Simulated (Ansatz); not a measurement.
**Two states of Eu**

```
CELL_PARAMETERS angstrom
-2.32515 2.32515 2.32515
2.32515 -2.32515 2.32515
4.65030 4.65030 -4.65030
ATOMIC_POSITIONS crystal
Eu 0.00000 0.00000 0.00000
Eu 0.00000 0.00000 0.50000
```

Method: PBE; PAW, plane waves to 420 eV, 8×8×4 Γ-centred mesh, fermi-dirac occupations (width 0.1 eV) (Ansatz 0.2.0), atoms fixed.

State A: Eu1 up, Eu2 up (collinear spin). State B: Eu1 up, Eu2 down (collinear spin).

Which state is lower, and how do they differ?

State A is lower by 12.5 meV an atom at zero smearing; in free energy at this smearing B lies +14.1 meV an atom from A.

```
state  free energy (meV/atom)  largest moment in a small sphere (μB)  net moment (μB/cell)  gap on mesh (eV)  pressure (GPa)  largest force (eV/Å)
    A                     0.0                                   7.11                 14.78             metal            -1.8                  0.00
    B                    14.1                                   7.02                  0.00             metal            -1.9                  0.00
```

Origin: a database entry at a rescaled volume. Caveats: f shells without a U or exact exchange are poorly placed.
